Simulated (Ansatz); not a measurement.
A plane-wave DFT run in Ansatz 0.2.0 (scalar-relativistic PAW potentials unless the input names others): input and command.

```yaml
crystal:
  lattice:
    - [3.7810034578, 0.0, 0.0]
    - [-1.8905017289, 3.2102402414, 0.0]
    - [0.0, 0.0, 31.1216233429]
  atoms:
    - { symbol: Se, position: [0.6666666667, 0.3333333333, 0.4574342816] }
    - { symbol: Pt, position: [0.0, 0.0, 0.5] }
    - { symbol: Se, position: [0.3333333333, 0.6666666667, 0.5425657184] }
  periodic: [true, true, false]
basis:
  ecutwfc: 420
kpoints:
  mp_grid: { grid: [12, 12, 1] }
hamiltonian:
  xc: pbe
  dispersion: d3bj
scf:
  occupations: { method: gaussian, width: 0.15 }
  convergence: { dr2_threshold: 1.0e-06 }
output:
  forces: true
  eigenvalues: true
  stress: true
relax:
  adjacent_minimum: "off"
  f_tol: 0.01
  max_steps: 40
```

```bash
ansatz run input.yaml --threads 2 --pin off --max-ram 5120MiB --backend cpu --events-out ev --progress --plain --runs-dir out
```

Abridged log:
```
Warning: scf.convergence.dr2_threshold = 1e-6 eV is looser than this run's default, which is 1e-7 eV or tighter. The error in the forces grows as the threshold's square root, so leave the key out unless less accurate forces are enough
Warning: output.stress: scf.convergence.dr2_threshold = 1e-6 eV is looser than the 3e-10 eV advised for a printed stress (1e-10 eV for each atom of the cell: 3). ...
Pseudopotentials: kind: paw
Pseudopotential: Se, paw, valence charge 16, recommended cutoff 420 eV (normal)
Pseudopotential: Pt, paw, valence charge 18, recommended cutoff 420 eV (normal)
Functional definition: PBE
Crystal: 3 atoms, lattice volume = 377.752 Å³
Basis set: ecut = 420 eV, 7433 PW (Γ), exchange–correlation on 54×50×432 points (8 copies of the dense FFT grid, shifted against one another)
Bands: 30, of which v1, the nominal top of the filled ones, is band 25 counted from 1 (24 counted from 0)
Symmetry: 4 space group operations
Space group: C2/m (ITA 12), of the structure as read, at distance tolerance 7.2e-5 Å
k-points: 43 of 144
Initial density: superposition of atomic densities (neutral atoms: chi_scale 0, normalization atom), corrected by the library's trained network
Initial wavefunctions: pseudopotential atomic-orbital guess
Functional: x = pbe(κ = 0.804, μ = 0.21951497), c = pbe(β = 0.06672455)
SCF iter   1: F=—  HF=-23463.235289 eV  |F-HF|=—  |Δ(HF+E_count)|=         —  Δρ=1.32e-3  dr2=7.34e-3  ethr=1.77e-3  ⟨swp⟩=11.2  Hψ=7598  notcnv=0
SCF iter   2: F=—  HF=-23463.230247 eV  |F-HF|=—  |Δ(HF+E_count)|=   5.04e-3  Δρ=9.70e-4  dr2=6.75e-3  ethr=1.47e-5  ⟨swp⟩=3.9  Hψ=3343  notcnv=0  defer=10
SCF iter   3: F=—  HF=-23463.229249 eV  |F-HF|=—  |Δ(HF+E_count)|=   9.98e-4  Δρ=4.02e-4  dr2=3.44e-4  ethr=1.35e-5  ⟨swp⟩=2.5  Hψ=1663  notcnv=0  defer=10
SCF iter   4: F=—  HF=-23463.229581 eV  |F-HF|=—  |Δ(HF+E_count)|=   3.32e-4  Δρ=7.66e-5  dr2=2.14e-5  ethr=6.88e-7  ⟨swp⟩=3.0  Hψ=2236  notcnv=0  defer=10
SCF iter   5: F=—  HF=-23463.229587 eV  |F-HF|=—  |Δ(HF+E_count)|=   6.01e-6  Δρ=2.84e-5  dr2=2.13e-6  ethr=4.27e-8  ⟨swp⟩=3.0  Hψ=2551  notcnv=0  defer=22
SCF iter   6: F=-23463.229589 eV  HF=-23463.229590 eV  |F-HF|=1.01e-7  |Δ(HF+E_count)|=   2.04e-6  Δρ=5.58e-6  dr2=1.41e-7  ethr=2.00e-9  ⟨swp⟩=18.3  Hψ=7678  notcnv=0
SCF iter   7: F=-23463.229590 eV  HF=-23463.229590 eV  |F-HF|=4.36e-8  |Δ(HF+E_count)|=   1.76e-8  Δρ=1.52e-6  dr2=6.63e-9  ethr=2.82e-10  ⟨swp⟩=3.2  Hψ=5092  notcnv=0
SCF iter   8: F=-23463.229590 eV  HF=-23463.229590 eV  |F-HF|=1.85e-9  |Δ(HF+E_count)|=   4.35e-8  Δρ=4.11e-7  dr2=7.19e-10  ethr=1.33e-11  ⟨swp⟩=5.0  Hψ=4923  notcnv=0
SCF 1 converged in 8 iterations: F = -23463.229590 eV  dr2 = 7.19e-10
relax step   1: F+E_penalty+E_count = -23463.22958957 eV  Δ(F+E_penalty+E_count) = +0.000e0 eV  max|allowed force component| = 2.280e-1 eV/Å  Δτ_max = 0.0000 Å  (8 SCF iters, accepted)
Initial density: handed on by an earlier stage of this run
Initial wavefunctions: those handed on with the density
   ...
SCF iter   8: F=-23463.229024 eV  HF=-23463.229024 eV  |F-HF|=7.24e-10  |Δ(HF+E_count)|=   8.74e-9  Δρ=3.23e-7  dr2=5.43e-10  ethr=1.70e-11  ⟨swp⟩=3.5  Hψ=4419  notcnv=0
SCF 2 converged in 8 iterations: F = -23463.229024 eV  dr2 = 5.43e-10
relax step   2: F+E_penalty+E_count = -23463.22902397 eV  Δ(F+E_penalty+E_count) = +5.656e-4 eV  max|allowed force component| = 2.777e-1 eV/Å  Δτ_max = 0.0480 Å  (8 SCF iters, rejected (line search))
SCF iter   1: F=—  HF=-23463.235869 eV  |F-HF|=—  |Δ(HF+E_count)|=         —  Δρ=6.67e-4  dr2=9.00e-4  ethr=1.76e-5  ⟨swp⟩=3.7  Hψ=3596  notcnv=0  defer=41
SCF iter   2: F=—  HF=-23463.235806 eV  |F-HF|=—  |Δ(HF+E_count)|=   6.29e-5  Δρ=3.52e-4  dr2=2.87e-4  ethr=1.80e-6  ⟨swp⟩=3.6  Hψ=2563  notcnv=0  defer=41
SCF iter   3: F=—  HF=-23463.235824 eV  |F-HF|=—  |Δ(HF+E_count)|=   1.77e-5  Δρ=2.12e-4  dr2=2.31e-4  ethr=5.73e-7  ⟨swp⟩=3.1  Hψ=2177  notcnv=0  defer=41
SCF iter   4: F=—  HF=-23463.235794 eV  |F-HF|=—  |Δ(HF+E_count)|=   3.00e-5  Δρ=4.13e-5  dr2=6.08e-6  ethr=4.62e-7  ⟨swp⟩=2.9  Hψ=1995  notcnv=0  defer=41
SCF iter   5: F=-23463.235794 eV  HF=-23463.235794 eV  |F-HF|=4.47e-8  |Δ(HF+E_count)|=   1.92e-8  Δρ=9.72e-6  dr2=4.24e-7  ethr=2.00e-9  ⟨swp⟩=16.8  Hψ=8423  notcnv=0
SCF 3 converged in 5 iterations: F = -23463.235794 eV  dr2 = 4.24e-7
relax step   3: F+E_penalty+E_count = -23463.23579385 eV  Δ(F+E_penalty+E_count) = -6.204e-3 eV  max|allowed force component| = 1.328e-2 eV/Å  Δτ_max = 0.0237 Å  (5 SCF iters, accepted)
SCF iter   1: F=—  HF=-23463.235841 eV  |F-HF|=—  |Δ(HF+E_count)|=         —  Δρ=3.06e-5  dr2=1.70e-6  ethr=6.99e-8  ⟨swp⟩=3.8  Hψ=3539  notcnv=0
SCF iter   2: F=-23463.235814 eV  HF=-23463.235814 eV  |F-HF|=1.76e-8  |Δ(HF+E_count)|=   2.73e-5  Δρ=1.63e-5  dr2=5.70e-7  ethr=2.00e-9  ⟨swp⟩=10.8  Hψ=7655  notcnv=0
SCF 4 converged in 2 iterations: F = -23463.235814 eV  dr2 = 5.70e-7
relax step   4: F+E_penalty+E_count = -23463.23581406 eV  Δ(F+E_penalty+E_count) = -2.021e-5 eV  max|allowed force component| = 2.173e-4 eV/Å  Δτ_max = 0.0015 Å  (2 SCF iters, accepted)
SCF converged after 2 iterations
Free energy (F): -23463.235814 eV
Harris-Foulkes:  -23463.235814 eV  (|F-HF|=1.76e-8)
Internal energy: -23463.235814 eV  (E = F + TS)
E sigma→0 (E₀):  -23463.235814 eV
Fermi energy:    -4.996523 eV
  E_disp       = -0.880401  (pairwise vdW)
--- Forces (eV/Å), atoms counted from 1 ---
  atom   1  Se     0.00000000     0.00021728     0.00015294
  atom   2  Pt     0.00000000     0.00000000     0.00000000
  atom   3  Se     0.00000000    -0.00021728    -0.00015294
--- 2D stress c σ (N/m, compression-positive) ---
       -1.439816       0.000000       0.000000
        0.000000      -0.388557       0.000000
        0.000000       0.000000       0.000000
  P = ½ c Tr σ = -0.9142 N/m
  ° read free of the cell's end (the report's vacuum.weakly_bound_levels)
--- Relaxed structure (4 steps of the walk, 3 accepted, 0 SCFs on fresh bases) ---
  F+E_penalty+E_count = -23463.23581406 eV   max|allowed force component| = 2.173e-4 eV/Å
  cell:  # Å, volume = 377.7521 Å³
    - [3.7810034578, 0.0, 0.0]
    - [-1.8905017289, 3.2102402414, 0.0]
    - [0.0, 0.0, 31.1216233429]
  atoms:
    - { symbol: Se, position: [0.66457395, 0.32914790, 0.45809393] }
    - { symbol: Pt, position: [0.0, 0.0, 0.49999999] }
    - { symbol: Se, position: [0.33542604, 0.67085209, 0.54190606] }
```

Apart from outputs and empty bands, the input differs from a reference run on usual settings in scf.occupations.width: 0.02 → 0.15; scf.convergence.dr2_threshold: not typed → 1e-06. The reference, at the same start, ended its own course with largest force 0.000 eV/Å, gap on the mesh 1.34 eV. This run converged in 23 SCF iterations over all its steps (reference: 25) with an energy at zero smearing within 0.01 meV/atom of the reference's, largest force 0.000 eV/Å, gap on the mesh 1.34 eV.

The run took 59 s on 2 threads of Arm Neoverse V2 (shared host), peak memory 0.78 GiB.